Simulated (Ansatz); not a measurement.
Total density of states per atom from plane-wave PAW r²SCAN (Ansatz code), in 0.25 eV bins, energy from the Fermi level:

```
E (eV)  states/eV/atom
------  --------------
-7.85             0.00
-7.60             0.32
-7.35             0.26
-7.10             0.20
-6.85             0.14
-6.60             0.06
-6.35             0.02
-6.10             0.07
-5.85             0.44
-5.60             0.76
-5.35             0.57
-5.10             0.57
-4.85             0.60
-4.60             0.73
-4.35             1.05
-4.10             0.89
-3.85             0.94
-3.60             1.03
-3.35             1.49
-3.10             1.11
-2.85             0.91
-2.60             0.77
-2.35             0.58
-2.10             0.73
-1.85             1.30
-1.60             1.15
-1.35             1.41
-1.10             0.98
-0.85             0.28
-0.60             0.30
-0.35             0.40
-0.10             0.48
0.15              0.45
0.40              0.48
0.65              0.51
0.90              0.54
1.15              0.70
1.40              1.03
1.65              0.91
1.90              1.05
2.15              1.20
2.40              1.10
2.65              0.99
2.90              1.24
3.15              1.06
3.40              1.17
```

Problem. Which compound is it?
A) LaAlGe, I4_1md (La on 4a, Al on 4a, Ge on 4a)
B) Ti2AlGe3, Amm2 (Pearson symbol oS12)
C) LaCoSi3, I4mm (La on 2a, Co on 2a, Si on 2a, Si on 4b)
D) AlSiMo6, Pm-3 (Al on 1b, Si on 1a, Mo on 6f)

Solution. D, AlSiMo6, Pm-3 (Al on 1b, Si on 1a, Mo on 6f). Within 0.5 eV of the Fermi level: Mo 4d 87 %. Projections are on Löwdin-orthogonalised atomic valence shells; empty p or d shells of many metals are not among them.

The workflow started from a Materials Project entry (that database holds measured and hypothetical structures alike); the Crystallography Open Database copy checked does not list it. With Al and Si taken as one species the cell has the higher symmetry Pm-3n, so it may be an ordered model of a mixed-site phase. Whether it is the stable phase at ambient conditions was not checked. Symmetry was held in the r²SCAN relaxation; its stability against distortions is not shown here. The run is not spin-polarised. Scalar-relativistic: spin–orbit coupling is off unless named, which matters more the heavier the elements.

Potentials: the later of the program's two PAW sets.
